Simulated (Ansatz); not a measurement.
ZrB$_{2}$ in space group P6/mmm (No. 191; Zr on 1a, B on 2d) under volume change, PBEsol (plane waves, PAW; program Ansatz), shape and atoms relaxed at each volume.

```csv
V (Å³/atom),E − E(relaxed) (meV/atom),P (GPa)
9.170,74.3,28.36
9.472,31.3,17.47
9.774,7.5,8.09
10.077,0.0,0.01
10.379,6.7,-6.96
10.681,?,?
10.983,?,?
```

Problem. Complete the blanks.

Solution. 
- 10.681, E − E(relaxed) (meV/atom): 25.6
- 10.681, P (GPa): -12.97
- 10.983, E − E(relaxed) (meV/atom): 55.1
- 10.983, P (GPa): -18.15

Problem. What does a third-order Birch–Murnaghan fit give for V₀, B₀ and B′?

Solution. V₀ = 10.08 Å³/atom, B₀ = 250 GPa, B′ = 3.9.

The cell was relaxed with PBEsol under the symmetry of its start. The run is not spin-polarised.

Potentials: the earlier of the program's two PAW sets. The files were generated under PBE; for other functionals the program regenerates the frozen cores, and for LDA and PBEsol the local potential too.
